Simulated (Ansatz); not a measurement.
## Fixed-spin-moment curve of CoSi$_{2}$

We look at CoSi$_{2}$: an experimental structure (space group Fm-3m), with 3 atoms per cell. Source: COD entry 9009010, which need not be the ambient phase.

```xyz
3
Lattice="0.0000 2.6780 2.6780 2.6780 0.0000 2.6780 2.6780 2.6780 0.0000" Properties=species:S:1:pos:R:3 pbc="T T T"
Co    0.0000    0.0000    0.0000
Si    1.3390    1.3390    1.3390
Si    4.0170    4.0170    4.0170
```

Site labels below count the atoms in this order, from 1.

All numbers below come from DFT, PBE, PAW, plane waves, scalar-relativistic (Ansatz development build ahead of 0.2.0).

```
Plane-wave cutoff : 420 eV
k-point mesh      : 10×10×10 (Γ-centred)
Occupations       : Fermi–Dirac smearing, 0.1 eV
```

The total moment includes the space between the atomic spheres.

The total moment of the cell is held fixed (separate Fermi levels for the two spins), shared at the start among the Co atoms with one sign; no search for lower states follows. F is the free energy per cell, and F(lowest) that of the lowest run, the runs with a free moment included. A row is the solution that its start led to, not a proven minimum at that M. The run at M = 0 starts without moments and gives the spin-unpolarised solution. The cell holds one magnetic atom, so only parallel order fits; orders in a larger cell may lie lower. The program warns that the SCF threshold is loose for stress, so pressures can be off by 0.1 GPa or more.

The run at M = 0.90 μB took 3.5 s on 2 threads of Arm Neoverse V1, on a shared host, peak memory 0.34 GiB.

```csv
fixed M (μB/cell),F − F(lowest) (meV/cell),moments of Co1 (μB),pressure (GPa)
0.00,0,0.00,0.5
0.22,18,0.13,0.6
0.45,78,0.26,1.0
0.67,182,0.37,2.0
0.90,354,0.50,3.8
1.12,562,0.65,5.9
1.35,803,0.79,8.2
1.57,1053,0.93,10.5
1.80,1333,1.06,12.9
```

The lowest fixed-moment run is the one at M = 0.00 μB (0 meV). With the constraint released: “usual moment, free total moment [Co1 3.00 μB]” ends at 0.00 μB, 0 meV; “usual moment scaled by 0.1, free total moment [Co1 0.30 μB]” ends at 0.00 μB, 0 meV.
